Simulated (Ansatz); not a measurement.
InAs (zinc blende)

```
InAs
1.0
    0.00000     6.18632     6.18632
    3.09316     0.00000     3.09316
    3.09316     3.09316     0.00000
As In
2 2
Cartesian
  4.63974   4.63974   4.63974
  4.63974   7.73291   7.73291
  0.00000   0.00000   0.00000
  0.00000   3.09316   3.09316
```

In each cell atom 4 (In, nearest neighbour As at 2.679 Å; its periodic images, 4.4 Å or more away, move with it) moves by s·(0.577, 0.577, 0.577) (along Cartesian [111]), the rest being held.

Calculation: PBE (plane waves to 420 eV, PAW, scalar-relativistic; Ansatz, an electronic-structure program). k mesh 4×8×8 (Γ-centred), Fermi-Dirac smearing 0.05 eV. The energy includes the smearing's −TS. Stress and pressure are positive under compression. With partly filled bands, energies and forces of such displacements shift with the k mesh and the smearing. At this level the bands of InAs touch or barely overlap; measurements give the solid a gap. InAs was relaxed with its symmetry unable to fall. ΔE is measured from the undisplaced structure.

What ΔE (meV/cell) and P (GPa) does the calculation give at s (Å) = -0.540, -0.108, 0.108, 0.216, 0.432?


| s (Å) | ΔE (meV/cell) | P (GPa) |
|---|---|---|
| -0.540 | 1775 | 5.3 |
| -0.108 | 43 | 0.1 |
| 0.108 | 34 | 0.1 |
| 0.216 | 123 | 0.4 |
| 0.432 | 392 | 1.1 |

(A displaced cell: forces are minus the slopes of the energy, force constants its curvatures, and phonons follow from these.)
